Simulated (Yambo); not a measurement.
## Convergence of the G0W0 gap of Mg$_{3}$ZnO$_{4}$

G0W0@PBEsol for Mg3ZnO4 (space group Pm-3m, No. 221) in Yambo. Reference settings: 4×4×4 Γ-centred k mesh, bands 8 to 167 and a 8 Ry block in the screening, 167 bands in G with the Bruneval-Gonze terminator, plasmon pole fitted at 27.2 eV. The PBEsol gap R → Γ on this mesh is 2.10 eV; G0W0 gaps are taken between the same points.

```csv
change from the reference,G0W0 gap R → Γ (eV),shift of the valence edge (eV),rough Yambo cost
reference settings,4.01,-1.07,1
"74 bands in W, 74 bands in G",4.37,-1.00,about 1/3
"114 bands in W, 114 bands in G",4.11,-1.03,within a factor of two
74 bands in G,4.06,-1.08,–
114 bands in G,4.03,-1.08,–
87 bands in W,4.22,-1.01,within a factor of two
2 Ry block,4.23,-1.35,within a factor of two
3 Ry block,4.00,-1.16,within a factor of two
7 Ry block,3.97,-1.05,within a factor of two
pole fitted at 10 eV,4.00,-0.97,–
no random integration,3.96,-0.90,–
2×2×2 mesh,3.92,-0.94,about 1/9
"74 bands in G, no terminator",3.79,-0.35,–
no terminator,3.87,-0.80,–
"114 bands in G, no terminator",3.83,-0.63,–
```

The reference isn't shown to be the converged limit. Costs are rough (shared machines), scaled to the same edge states, and given only for runs that recompute the screening.

Geometry of the Materials Project entry, not relaxed at this level; primitive cell a = 4.2801 Å, b = 4.2801 Å, c = 4.2801 Å, α = 90.00°, β = 90.00°, γ = 90.00°.

The structure is a Materials Project entry; no match was found in the copy of COD used, and its stability was not checked.

A shift is the quasiparticle energy of the state minus its PBEsol energy.
